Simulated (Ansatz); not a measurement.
## Competing spin states in MnAs

```
Mn As
1.0
     3.71000    0.00000    0.00000
    -1.85500    3.21295    0.00000
     0.00000    0.00000    5.69100
Mn As
2 2
Cartesian
  0.0000 0.0000 0.0000
  0.0000 0.0000 2.8455
  0.0000 2.1420 1.4227
  1.8550 1.0710 4.2683
```

All energies were calculated with Ansatz 0.2.0 (PBE; 420 eV; 10×10×6 Γ-centred mesh; fermi-dirac occupations of width 0.050 eV). The atoms are fixed and numbered as listed; spin is collinear, without spin-orbit coupling.

The cycle has several fixed points for this cell. Moments (μB):

```
state   Mn1    Mn2  other atoms together  size of the net moment a cell
    A  3.15   3.15                 -0.25                           6.27
    B  0.00   0.00                  0.00                           0.00
    C  2.98  -2.98                  0.00                           0.00
```

Site moments are taken in small spheres that don't touch (radius about 0.4 of the atom's shortest bond), so those of the magnetic atoms read low, and they needn't add up to the net moment. State B was run without spin polarisation.

Problem. What is the order in energy at zero smearing?

Solution. State A (parallel moments) is lowest; C (antiparallel, compensated) lies 34 meV above it, B (without moments) lies 403 meV above it, all counted an atom of the cell.

Problem. How much does the cell gain by forming moments?

Solution. 403 meV an atom of the cell, or 806 meV for each Mn atom, against state B, which has none. In a metal like this the level decides whether moments form at all, so this is no ordering energy.

The cell is that of a Crystallography Open Database entry, unchanged. Note on the entry: the entry's cell lengths or inner coordinates differ somewhat from later room-temperature determinations.

Caveats: only orders that fit this cell and collinear spins were tried, so the true order may need a larger cell or canted moments; atoms and cell are not relaxed, and each state would relax in its own way; the k mesh is coarse, so differences of a few meV are uncertain where a state is a metal; one start a pattern, so a lower state of the same pattern may exist.
